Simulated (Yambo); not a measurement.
Quantum ESPRESSO input (PBEsol, PseudoDojo standard norm-conserving files, fully relativistic) whose wavefunctions are converted with p2y:

```
&CONTROL
  calculation = 'nscf'
  pseudo_dir = './pseudo'
  outdir = './out'
/
&SYSTEM
  ibrav = 0
  nat = 6
  ntyp = 3
  ecutwfc = 76.0
  ecutrho = 304.0
  occupations = 'fixed'
  force_symmorphic = .true.
  nbnd = 267
  noncolin = .true.
  lspinorb = .true.
/
&ELECTRONS
  conv_thr = 6.000000000000001e-09
  diago_full_acc = .true.
  diago_thr_init = 1e-08
/
ATOMIC_SPECIES
H 1.0080 H.upf
B 10.8100 B.upf
Cs 132.9055 Cs.upf
CELL_PARAMETERS angstrom
  0.000000000000   3.665985000000   3.665985000000
  3.665985000000   0.000000000000   3.665985000000
  3.665985000000   3.665985000000   0.000000000000
ATOMIC_POSITIONS crystal
H   0.403380000000   0.789860000000   0.403380000000
H   0.403380000000   0.403380000000   0.789860000000
H   0.403380000000   0.403380000000   0.403380000000
H   0.789860000000   0.403380000000   0.403380000000
B   0.500000000000   0.500000000000   0.500000000000
Cs   0.000000000000   0.000000000000   0.000000000000
K_POINTS automatic
2 2 2 0 0 0
```

Yambo's initialisation report on symmetry, reciprocal space, the k grid and the gaps on this mesh:

```
  [02.02] Symmetries
  ==================

  Inversion symmetry    : yes
  Spatial inversion     : no
  Inversion index       :  25
  K-space Time-reversal : yes
  Magnetic symmetries   : no
  Time-reversal derived K-space symmetries:   25   48
  Group table correct   : yes
  Symmetries units      :  [cc]

  [02.03] Reciprocal space
  ========================

  nG shells         :   495
  nG charge         :   59535
  nG WFs            :   8639
  nC WFs            :   7456
  G-vecs. in first 49 shells:  [ Number ]
     1    9   15   27   51   59   65   89  113
    137   169   181   229   259   283   307   331   339
    387   411   459   531   537   561   609   645   701
    725   749   821   869   893   941   965  1037  1067
   1139  1211  1243  1291  1363  1411  1459  1471  1591
   1639  1687  1759  1807
  ...
  Shell energy in first 49 shells:  [ mHa ]
    0.00000      308.469      411.292      822.585      1131.05      1233.88      1645.17      1953.64      2056.46
    2467.75      2776.22      3290.34      3598.81      3701.63      4112.92      4421.39      4524.22      4935.51
    5243.98      5346.80      5758.09      6066.56      6580.68      6889.15      6991.97      7403.26      7711.73
    7814.55      8225.85      8534.32      8637.14      9048.43      9356.90      9871.02      10179.5      10282.3
    10693.6      11002.1      11104.9      11824.7      11927.5      12338.8      12647.2      13161.4      13469.8
    13572.6      13983.9      14292.4      14395.2
  ...

  [02.04] K-grid lattice
  ======================

  Compatible Grid is   : 3D
  Base K vectors       :  K_min[ 1 ]  K_min[ 2 ]  K_min[ 3 ]
  K_min[ 1 ] :  0.500000  0.500000  0.500000 [rlu]
  K_min[ 2 ] : -0.500000  0.000000  0.000000 [rlu]
  K_min[ 3 ] :  0.000000 -0.500000  0.000000 [rlu]
  Grid dimensions      :  2  2  2
  K lattice UC volume  :  0.046628 [a.u.]

  IBZ K-points                                      :  3
  BZ  K-points                                      :   8

  K/Q-points units:
  rlu = crystal or reduced units; cc = cartesian coordinates; iku = interal k-units

  K [1]          [rlu]:  0.000000  0.000000  0.000000
         WF components:   7391
  K [2]          [rlu]:  0.000000  0.000000 -0.500000
         WF components:   7456
  K [3]          [rlu]:  0.000000 -0.500000 -0.500000
         WF components:   7440

  [02.05] Energies & Occupations
  ==============================

  [X] === General ===
  [X] Electronic Temperature                        :  0.000000  0.000000 [eV K]
  [X] Bosonic    Temperature                        :  0.000000  0.000000 [eV K]
  [X] Finite Temperature mode                       : no
  [X] El. density                                   :  0.16237E+24 [cm-3]
  [X] Fermi Level                                   : -0.653570 [eV]

  [X] === Gaps and Widths ===
  [X] Conduction Band Min                           :  5.518272 [eV]
  [X] Valence Band Max                              :  0.000000 [eV]
  [X] Filled Bands                                  :  16
  [X] Empty Bands                                   :   17  267
  [X] Direct Gap                                    :  5.518272 [eV]
  [X] Direct Gap localized at k                     :  3
  [X] Indirect Gap                                  :  5.518272 [eV]
  [X] Indirect Gap between kpts                     :  3  3
  [X] Last valence band width                       :  0.311810 [eV]
  [X] 1st conduction band width                     :  1.692143 [eV]
```
The gaps are PBEsol values on this mesh alone; only operations without fractional translations are kept.

Geometry of the Materials Project entry, not relaxed at this level.
